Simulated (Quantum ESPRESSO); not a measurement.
# Planted mistakes on one cell of Si3AlO7F

The results below are calculated, not measured. They come from pw.x of Quantum ESPRESSO 7.5, a plane-wave density functional program, with PseudoDojo standard norm-conserving files (v0.5 for PBE, v0.4.1 for LDA and PBEsol). The cells are made up: elements, strain and atom displacements were drawn at random, and nothing was relaxed. There is no spin polarisation, spin-orbit coupling or dispersion term.

The cell has 12 sites of a rutile lattice (two cells along c). Sites 1 to 4 hold Si Al Si Si; sites 5 to 12 hold O O O O O O O F. Cell vectors in Å: (4.320, -0.055, 0.023); (-0.055, 4.280, 0.071); (0.029, 0.090, 5.495). Settings: PBE, cutoff 1143 eV, 5 x 5 x 4 k mesh shifted by half a step, Fermi-Dirac smearing of 0.025 eV.

The intended run has a self-consistency threshold of 1e-07 eV, a smearing term of 0.000 eV, a pressure of -1.64 GPa and 11 iterations. Each further run changes one thing: atoms of sites 2 and 3 exchanged; cutoff 848 eV; k mesh 2 x 2 x 2; one electron removed; smearing 0.51 eV; threshold 0.2 eV. A coarse mesh keeps the shift, and a charged cell sits in a uniform background.

```
run,change of free energy (eV),smearing term -TS (eV),change of P (GPa),largest change of a force component (eV/Å),iterations
A,-0.158,0.000,-0.53,2.898,11
B,-0.037,0.000,0.01,0.026,11
C,-0.015,-0.098,0.29,0.040,11
D,0.656,0.000,-8.49,0.015,11
E,-8.520,-0.004,-22.05,1.271,15
F,0.023,0.000,2.04,0.105,4
```

A rerun of the intended cell at 1437 eV and k mesh 7 x 7 x 6 moved values by no more than 0.003 eV in the cell's energy, 0.04 GPa in stress and 0.002 eV/Å in force.

Question: which change belongs to which run?

## Worked reading

Run F has the fewest iterations, as a run stopped early does. Run C has the largest smearing term, as wide smearing gives. Energies from files of another functional, or of a charged cell, have another zero and say nothing on stability; the pressure of a charged cell rests on the program's zero of potential too.

## Key

| run | change |
| --- | --- |
| A | atoms of sites 2 and 3 exchanged |
| B | k mesh 2 x 2 x 2 |
| C | smearing 0.51 eV |
| D | cutoff 848 eV |
| E | one electron removed |
| F | threshold 0.2 eV |